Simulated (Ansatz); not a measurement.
Given:

Ga2Cu (space group P4/mmm)

```
Ga2Cu
1.0
    5.54212     0.00000     0.00000
    0.00000     2.77106     0.00000
    0.00000     0.00000     5.66530
Ga Cu
4 2
Direct
  0.25000   0.50000   0.28331
  0.75000   0.50000   0.28331
  0.25000   0.50000   0.71669
  0.75000   0.50000   0.71669
  0.00000   0.00000   0.00000
  0.50000   0.00000   0.00000
```

The atoms are displaced by Q × the pattern below (from a DFPT mode at X = (0.5, 0.0, 0.0), largest move 1; Q in Å), at fixed cell. (q is in reciprocal vectors of the primitive cell; the cell shown is doubled to hold the pattern.)

```json
[
 {"atom": "Ga1", "x": "0.000", "y": "0.000", "z": "1.000"},
 {"atom": "Ga2", "x": "0.000", "y": "0.000", "z": "-1.000"},
 {"atom": "Ga3", "x": "0.000", "y": "0.000", "z": "1.000"},
 {"atom": "Ga4", "x": "0.000", "y": "0.000", "z": "-1.000"}
]
```

Atoms not listed stay in place.

Computed with LDA (plane waves to 420 eV, PAW, scalar-relativistic; Ansatz, a first-principles code). k mesh 9×17×8 (Γ-centred), Fermi-Dirac smearing 0.05 eV. The energy includes the smearing's −TS. With partly filled bands, energies and forces of such displacements shift with the k mesh and the smearing. Ga2Cu is run without spin polarisation. Ga2Cu was relaxed with its symmetry unable to fall. ΔE is measured from the undisplaced structure.

The scan covers Q from -0.100 to 0.100 Å in 13 points.

Problem. Which space group does the distorted structure have?

Solution. Pmma (No. 51), lowered from P4/mmm.

Problem. What is the energy change at Q = 0.100 Å?

Solution. 63 meV/cell.

Problem. What harmonic wavenumber does the curvature at Q = 0 give?

Solution. 110 cm⁻¹.

(A displaced cell: forces are minus the slopes of the energy, force constants its curvatures, and phonons follow from these.)
